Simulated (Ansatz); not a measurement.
Li$_{4}$H$_{4}$Rh:
Space group I4/m (No. 87); a = 6.143 Å, b = 6.143 Å, c = 3.955 Å, α = 90.00°, β = 90.00°, γ = 90.00°

```tsv
atom	site	symmetry	x	y	z
Li	8h	m..	0.3877	0.2182	0.0000
H	8h	m..	0.0675	0.2673	0.0000
Rh	2a	4/m..	0.0000	0.0000	0.0000
```
(The calculation used a cell of 9 atoms; values per cell refer to that cell.)

Relaxed at zero pressure with the program Ansatz at the LDA level (PAW).

Problem. The volume is raised by 6 % and shape and atoms relax at that volume. What pressure results, and how do the axes share the change?

Solution. -2.5 GPa; a 2.0 %, b 2.0 %, c 1.9 %; the energy rises by 4 meV/atom.

Problem. Give the new structure.

Solution. 
Space group I4/m (No. 87); a = b = 6.266 Å, c = 4.028 Å, α = β = γ = 90.00°

```tsv
atom	site	symmetry	x	y	z
Li	8h	m..	0.3847	0.2204	0.0000
H	8h	m..	0.0651	0.2625	0.0000
Rh	2a	4/m..	0.0000	0.0000	0.0000
```

The phase is kept; no other phase was compared at this pressure.

The workflow started from an entry of the Crystallography Open Database (COD). Its standing as an ambient phase is unchecked. Symmetry was held in the LDA relaxation; of distortions, only those at the zone centre were tested. The run is not spin-polarised.

Potentials: the later of the program's two PAW sets.
